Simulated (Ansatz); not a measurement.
The elements of this relaxed trial crystal are hidden behind letters.

```
lattice vectors (Å)
  -2.0147    2.0147    7.8684
   2.0147   -2.0147    7.8684
   2.0147    2.0147   -7.8684
fractional positions
X 0.6267 0.6267 0.0000
X 0.3733 0.3733 0.0000
Z 0.0000 0.0000 0.0000
```

The calculation used DFT PBE, scalar-relativistic, plane waves, PAW in Ansatz 0.2.0. The final run on the 3-atom cell used 420 eV, a Γ-centred 16×16×16 mesh, 0.10 eV smearing and no spin polarisation.

| Item | Value |
| --- | --- |
| Space group | I4/mmm (No. 139) |
| Conventional cell | a = 4.029 Å, c = 15.737 Å |
| Volume per atom | 42.58 Å³ |
| Density | 1.96 g/cm³ |
| Formation energy | +0.18 eV/atom |
| Gap on the 16×16×16 mesh of the 3-atom cell | 0 eV (a metal) |

Energies are uncorrected and count from the elements' standard states at the same level.

**Question.** X is an s-block element of period 4 and Z is a p-block element of period 4. Which elements are they?

**Answer.** X = K, Z = Ge, so the formula is K2Ge. Density times volume gives a mean mass of 1.96 × 42.58/1.6605 = 50.3 u per atom, and this set has 50.3 u. Among the elements that the hints allow, noble gases aside, only these give it. K has 4 Ge at 3.48 Å and 5 K at 3.99–4.03 Å; around Ge lie 8 K at 3.48 Å and 4 Ge at 4.03 Å.

Symmetry constrained the relaxation, so the result can be a saddle point. Another cell of K2Ge relaxed alike, in I4/mcm, lies 107 meV/atom lower, so this cell isn't the stable form at this level.
